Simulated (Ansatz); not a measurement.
Data:

Si:
```cif
data_Si136
_chemical_formula_sum 'Si136'
_space_group_name_H-M_alt 'Fd-3m :1'
_space_group_IT_number 227
_space_group_name_Hall 'F 4d 2 3 -1d'
_cell_length_a 14.68771
_cell_length_b 14.68771
_cell_length_c 14.68771
_cell_angle_alpha 90.000
_cell_angle_beta 90.000
_cell_angle_gamma 90.000
loop_
_atom_site_label
_atom_site_type_symbol
_atom_site_symmetry_multiplicity
_atom_site_Wyckoff_symbol
_atom_site_fract_x
_atom_site_fract_y
_atom_site_fract_z
_atom_site_occupancy
Si1 Si 8 a 0.00000 0.00000 0.00000 1
Si2 Si 32 e 0.36051 0.36051 0.36051 1
Si3 Si 96 g 0.05879 0.05879 0.25324 1
```
(The calculation used a cell of 34 atoms; values per cell refer to that cell.)

This is the r²SCAN-relaxed structure.

Question: All from r²SCAN (plane waves, PAW; program Ansatz), unless another level is named. Estimate the smallest direct gap on the standard path.

Answer: 1.09 eV.

Question: What about the band gap?

Answer: 0.78 eV (indirect).

Question: And the hole effective mass, band 2 of 3 at the edge?

Answer: 0.23 along [100], 0.33 along [110], 0.29 along [111] (mₑ).

The workflow started from a Materials Project entry (that database holds measured and hypothetical structures alike). Its sites differ from those of the usual phase in this space group: another stacking or structure type. Symmetry was held in the r²SCAN relaxation; whether a distortion lowers the energy is not shown.

Potentials: the earlier of the program's two PAW sets.
